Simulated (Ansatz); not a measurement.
The cell comes from COD entry 1540230, which wasn't checked; take it as a given geometry.

A run of Ansatz 0.2.0 printed the following.

```
Zr: projections on atomic orbitals take those of the free atom 1s2 2s2 2p6 3s2 3p6 3d10 4s2 4p6 4d2 5s2, of charge +0.00 (hamiltonian.pseudopotentials.projection_atoms)
Zn: projections on atomic orbitals take those of the free atom 1s2 2s2 2p6 3s2 3p6 3d10 4s2, of charge +0.00 (hamiltonian.pseudopotentials.projection_atoms)
LAPW: plane waves up to 7.769 Å⁻¹, error target 5.0e-4 eV per atom; small_component_spin mean_spin; Zn in spheres of 1.459 Å, 20 of its electrons in bands, Dirac shells []; Zr in spheres of 1.430 Å, 28 of its electrons in bands, Dirac shells []
Engine: ansatz 0.2.0
Pseudopotentials: kind: all_electron
Pseudopotential: Zr, LAPW, valence charge 28, Koelling and Harmon's equation, gaussian nucleus
Pseudopotential: Zn, LAPW, valence charge 20, Koelling and Harmon's equation, gaussian nucleus
Functional definition: PBEsol
  exchange = pbesol_x
  correlation = pbesol_c
Crystal: 2 atoms, lattice volume = 37.126 Å³
Basis set: ecut = 229.956723733878 eV, 305 PW (Γ), exchange–correlation at level 2
Bands: 29, of which v1, the nominal top of the filled ones, is band 24 counted from 1 (23 counted from 0)
Symmetry: 48 space group operations
Space group: Pm-3m (ITA 221), of the structure as read, at distance tolerance 3.3e-5 Å
k-points: 56 of 1000
Non-local potential: Zr, projectors of the file, none
Non-local potential: Zn, projectors of the file, none
Initial density: superposition of atomic densities (chi_scale 0.1, normalization cell, long waves kept (reshape's long-wave potential 0.00 eV rms))
Initial wavefunctions: plane waves of lowest kinetic energy (no species holds an atomic orbital)
Functional: x = pbesol(κ = 0.804, μ = 0.12345679012345678), c = pbesol(β = 0.046)
iter 1 solved again at ethr=2.26e-4 eV; its pass at ethr=1.00e-1 eV (dr2=1.08e-1 eV) is discarded
SCF iter   1: F=—  HF=-146707.878129 eV  |F-HF|=—  |Δ(HF+E_count)|=         —  Δρ=1.85e-2  dr2=1.09e-1  ethr=2.26e-4  ⟨swp⟩=2.8  Hψ=10455  notcnv=0
preconditioner: auto → Kerker (q_TF=auto, 2.848 Å⁻¹)  [metal: Δε(μ)=0.067 eV  Ē_g=13.825 eV  σ=0.080 eV  W_gap=0.20  n_scr=18 (ndim 8)  ℏωp=28.6 eV  f_vac=0.000  D(μ)=0.62/eV (n_scr^D=0)]
SCF iter   2: F=—  HF=-146707.812146 eV  |F-HF|=—  |Δ(HF+E_count)|=   6.60e-2  Δρ=1.18e-2  dr2=8.25e-2  ethr=2.26e-4  ⟨swp⟩=3.0  Hψ=5376  notcnv=0
SCF iter   3: F=—  HF=-146707.444780 eV  |F-HF|=—  |Δ(HF+E_count)|=   3.67e-1  Δρ=8.78e-3  dr2=2.84e-2  ethr=1.72e-4  ⟨swp⟩=2.8  Hψ=5001  notcnv=0
SCF iter   4: F=—  HF=-146707.431901 eV  |F-HF|=—  |Δ(HF+E_count)|=         —  Δρ=4.08e-3  dr2=7.08e-3  ethr=5.92e-5  ⟨swp⟩=2.0  Hψ=4804  notcnv=0
the basis was enlarged: its passes take 264.5 KiB over the memory plan, 1 of 1 planned eigensolver slots
SCF iter   5: F=—  HF=-146707.431757 eV  |F-HF|=—  |Δ(HF+E_count)|=   1.44e-4  Δρ=1.27e-3  dr2=1.01e-3  ethr=1.47e-5  ⟨swp⟩=2.0  Hψ=4847  notcnv=0
iter 6 solved again at ethr=8.00e-8 eV; its pass at ethr=2.11e-6 eV (dr2=3.84e-5 eV) is discarded
SCF iter   6: F=—  HF=-146707.431205 eV  |F-HF|=—  |Δ(HF+E_count)|=   5.51e-4  Δρ=3.24e-4  dr2=3.84e-5  ethr=8.00e-8  ⟨swp⟩=2.0  Hψ=8182  notcnv=0
SCF iter   7: F=—  HF=-146707.431138 eV  |F-HF|=—  |Δ(HF+E_count)|=   6.77e-5  Δρ=1.25e-4  dr2=4.51e-6  ethr=7.99e-8  ⟨swp⟩=2.1  Hψ=4855  notcnv=0
SCF iter   8: F=—  HF=-146707.431136 eV  |F-HF|=—  |Δ(HF+E_count)|=   1.31e-6  Δρ=4.64e-5  dr2=6.29e-7  ethr=9.40e-9  ⟨swp⟩=2.0  Hψ=4847  notcnv=0
SCF iter   9: F=—  HF=-146707.431136 eV  |F-HF|=—  |Δ(HF+E_count)|=   3.92e-7  Δρ=1.69e-5  dr2=1.76e-7  ethr=1.31e-9  ⟨swp⟩=2.0  Hψ=4847  notcnv=0
SCF iter  10: F=-146707.431136 eV  HF=-146707.431136 eV  |F-HF|=4.48e-9  |Δ(HF+E_count)|=   4.72e-8  Δρ=5.24e-6  dr2=1.87e-8  ethr=3.67e-10  ⟨swp⟩=2.0  Hψ=4847  notcnv=0
SCF 1 converged in 10 iterations: F = -146707.431136 eV  dr2 = 1.87e-8
NSCF: frozen V_eff on 99 k-points
SCF converged after 10 iterations
Free energy (F): -146707.431136 eV
Harris-Foulkes:  -146707.431136 eV  (|F-HF|=4.48e-9)
Internal energy: -146707.416763 eV  (E = F + TS)
E sigma→0 (E₀):  -146707.423950 eV
Entropy (-TS):   -0.014373 eV (-7.186 meV/atom)
Fermi energy:    15.297549 eV
--- Per-component energies (eV) ---
  E_band       = -3898.237097
  E_kinetic    = 150810.083985
  E_xc         = -4966.026186
  E_electrostatic = -292551.474562  (all electrons and nuclei)
  E_smearing   = -0.014373  (= −TS)
  E_closure    = 0.000000  (closes the sum)
  E_atoms      = -146697.416228  (free atoms, spherical and without spin; not in F)
  Σ components = -146707.431136   (vs F -146707.431136, Δ=0.00e0)
  Basis errors (estimates in eV, not in F): energy 1.2e-4 per atom: plane waves 1.0e-4 (5.3e-5 summed), levels above the bands 1.6e-32, relativity 1.5e-8, radial functions 2.0e-5, core shells 3.7e-7; eigenvalues (radial functions only) 8.8e-7; not estimated: angular momenta, meshes, grids; target (lapw.basis_error) 5.0e-4; muffin-tin radii Zn 1.459 Å, Zr 1.430 Å
--- Forces (eV/Å), atoms counted from 1 ---
  atom   1  Zr    -0.00000000     0.00000000    -0.00000000
  atom   2  Zn    -0.00000000     0.00000000     0.00000000
  max |Σ_I F_I| component: 9.33e-30 eV/Å
--- Stress (GPa, compression-positive) ---
       -4.245178       0.000000       0.000000
        0.000000      -4.245178       0.000000
        0.000000       0.000000      -4.245178
  P = ⅓ Tr σ = -4.2452 GPa (-42.452 kbar)
--- Band table (eV; the first three rows and the last of 56) ---
  k-point 0: bands = ["-296.1770", "-296.1770", "-296.1770", "-153.6086", "-153.6086", "-153.6086", "-153.5943", "-153.5943", "-110.3523", "-64.6612", "-64.6612", "-64.6612", "-33.5100", "-11.3966", "-11.3966", "-11.3966", "7.4155", "8.0671", "8.0671", "8.4025", "8.4025", "8.4025", "14.4194", "14.4194", "18.7404", "18.7404", "18.7404", "20.7425", "20.7425"]
  k-point 1: bands = ["-296.1770", "-296.1770", "-296.1770", "-153.6086", "-153.6086", "-153.6086", "-153.5943", "-153.5943", "-110.3523", "-64.6613", "-64.6612", "-64.6612", "-33.5071", "-11.4348", "-11.3935", "-11.3935", "7.5848", "8.0802", "8.0989", "8.3982", "8.3982", "8.4064", "14.4376", "14.4427", "18.1868", "18.1868", "18.7454", "20.1682", "21.4262"]
  k-point 2: bands = ["-296.1770", "-296.1770", "-296.1770", "-153.6086", "-153.6086", "-153.6086", "-153.5943", "-153.5943", "-110.3523", "-64.6615", "-64.6612", "-64.6612", "-33.4996", "-11.5335", "-11.3852", "-11.3852", "8.0397", "8.1148", "8.2183", "8.3871", "8.3871", "8.4165", "14.3000", "14.5063", "17.3207", "17.3207", "18.7586", "19.3357", "22.6941"]
  k-point 55: bands = ["-296.1770", "-296.1770", "-296.1770", "-153.6086", "-153.6086", "-153.6086", "-153.5943", "-153.5943", "-110.3522", "-64.6619", "-64.6619", "-64.6619", "-33.4219", "-11.6785", "-11.6785", "-11.6785", "8.2511", "8.2511", "8.2511", "8.6254", "8.6254", "12.5950", "12.5950", "12.5950", "15.6477", "20.2134", "20.2134", "21.0673", "21.0673"]
--- Löwdin populations: 2 sites ---
  site symbol       q [e]
     0     Zr     40.4624
     1     Zn     29.0134
  spilling = 0.007489 (of n_electrons = 70.000000)
```

The cell and starting positions:

```
CELL_PARAMETERS angstrom
3.33600 0.00000 0.00000
0.00000 3.33600 0.00000
0.00000 0.00000 3.33600
ATOMIC_POSITIONS crystal
Zr 0.50000 0.50000 0.50000
Zn 0.00000 0.00000 0.00000
```

Parts of the input that the log doesn't repeat:

```yaml
  band_path:
    path:
      - [0.0, 0.0, 0.0]
      - [0.0, 0.5, 0.0]
      - [0.5, 0.5, 0.0]
      - [0.0, 0.0, 0.0]
      - [0.5, 0.5, 0.5]
      - [0.0, 0.5, 0.0]
      - [0.5, 0.5, 0.5]
      - [0.5, 0.5, 0.0]
    npoints: 14
output:
  forces: true
  stress: true
  eigenvalues: true
  fatbands: true
  populations: true
  dos: { projected: true, de: 0.2, e_range: [-14, 8] }
```

**Question.** Write the input that produced this log.

**Answer.** 
```yaml
crystal:
  lattice:
    - [3.336, 0.0, 0.0]
    - [0.0, 3.336, 0.0]
    - [0.0, 0.0, 3.336]
  atoms:
    - { symbol: Zr, position: [0.5, 0.5, 0.5] }
    - { symbol: Zn, position: [0.0, 0.0, 0.0] }
kpoints:
  mp_grid: { grid: [10, 10, 10] }
  band_path:
    path:
      - [0.0, 0.0, 0.0]
      - [0.0, 0.5, 0.0]
      - [0.5, 0.5, 0.0]
      - [0.0, 0.0, 0.0]
      - [0.5, 0.5, 0.5]
      - [0.0, 0.5, 0.0]
      - [0.5, 0.5, 0.5]
      - [0.5, 0.5, 0.0]
    npoints: 14
scf:
  occupations: { method: fermi_dirac, width: 0.08 }
hamiltonian:
  xc: pbesol
  pseudopotentials: { kind: all_electron, lapw: { basis_error: 0.0005 } }
output:
  forces: true
  stress: true
  eigenvalues: true
  fatbands: true
  populations: true
  dos: { projected: true, de: 0.2, e_range: [-14, 8] }
```
This is the input that was run; digits and keys that the log doesn't show could differ in an equivalent one.
